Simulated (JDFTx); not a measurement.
System: Os(0001) (P6_3/mmc bulk; lattice of mp-49, not re-optimised at this level), 1x1 cell of 4 atoms in 4 planes, area 6.53 Å² a face, 6.4 Å between the outermost planes in a cell 22.5 Å high; k mesh 10×10×1, Fermi width 0.01 Ha, no spin polarisation.

Computed with JDFTx (a modified build): PBE, GBRV ultrasoft potentials, plane waves to 20/100 Ha. Liquid on both sides: SCCS (g09 parameters), water, 1 M NaCl; nuclei fixed, outer atoms relaxed in vacuum. SHE scale: U = −μ/e − 4.44 V, by convention. The model has bare, unreconstructed faces and no explicit solvent. Convergence in thickness and k mesh wasn't tested for this slab.

**Question.** Predict the potential of zero charge and the surface charge against electrode potential.

**Answer.** The potential of zero charge is 0.73 V vs SHE.

```tsv
U (V vs SHE)	μ (eV)	excess electrons per cell	σ (μC/cm², per face)	run
0.35	-4.79	0.031	-3.8	fixed potential
0.55	-4.99	0.015	-1.8	fixed potential
0.73	-5.17	0.000	0.0	neutral
```
